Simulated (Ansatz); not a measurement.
## How far is PAW off for Cd?

```
Cd
1.0
     2.97887   -0.01489   -0.01489
    -1.50234    2.58723   -0.00545
    -0.02809   -0.02809    5.61765
Cd
2
Cartesian
  -0.0156 1.7128 1.3958
  1.4641 0.8314 4.2015
```

Atoms are numbered in the order listed.

The conventional cell has a = 2.966 Å, b = 2.979 Å, c = 5.618 Å, α = 89.43°, β = 89.22°, γ = 60.43°. Around Cd (atom 1) lie 12 Cd at 2.97 to 3.31 Å.

The cell is COD entry 9008490, as deposited and not checked against the literature; nothing was relaxed. The listed cell was then made from it by scaling, straining or moving an atom.

Methods: DFT, PBEsol, PAW with Ansatz's default frozen-core files, scalar-relativistic (Ansatz 0.2.0); DFT, PBEsol, all-electron PAW with datasets made for the crystal, scalar-relativistic (Ansatz 0.2.0); DFT, PBEsol, all-electron LAPW, scalar-relativistic (Ansatz 0.2.0).

For PAW: a Γ-centred 16×16×7 k mesh, Fermi–Dirac smearing of 0.05 eV, cutoff 420 eV, no spin polarisation; the PAW files were made with PBE, and the program remakes their frozen cores for this functional. The crystal-made all-electron datasets (AE datasets) take a cutoff of 260 eV at this cell. LAPW targets a basis error of 1 meV/atom. The Ansatz runs share mesh, smearing and spin set-up. Plane-wave (PAW) pressures include the program's estimate of the Pulay term.

Stress and pressure are positive in compression.

The change that made this cell: equal xy, yz and zx engineering shear strains of -1 %.

Spin–orbit coupling is left out, which moves gradients at and beside heavy atoms by some per cent and at worst by a factor of two.

In a metal, gradients converge slowly with the k mesh: the values move by tens of per cent from one mesh to another, at times in sign, so only the comparison on one mesh counts.

```
                             quantity    PAW  AE datasets   LAPW
                       pressure (GPa)  -1.53        -1.54  -1.54
                      stress xx (GPa)  -1.53        -1.54  -1.54
                      stress yy (GPa)  -1.50        -1.51  -1.51
                      stress zz (GPa)  -1.57        -1.57  -1.57
                      stress yz (GPa)   0.11         0.11   0.11
                      stress xz (GPa)   0.10         0.10   0.10
                      stress xy (GPa)   0.38         0.38   0.38
field gradient Vzz at Cd1 (10²¹ V/m²)      ?            ?      –
```

Q: What belongs in the row "field gradient Vzz at Cd1 (10²¹ V/m²)", column "AE datasets"?

A: 7.49.

Q: What belongs in the row "field gradient Vzz at Cd1 (10²¹ V/m²)", column "PAW"?

A: 7.31.
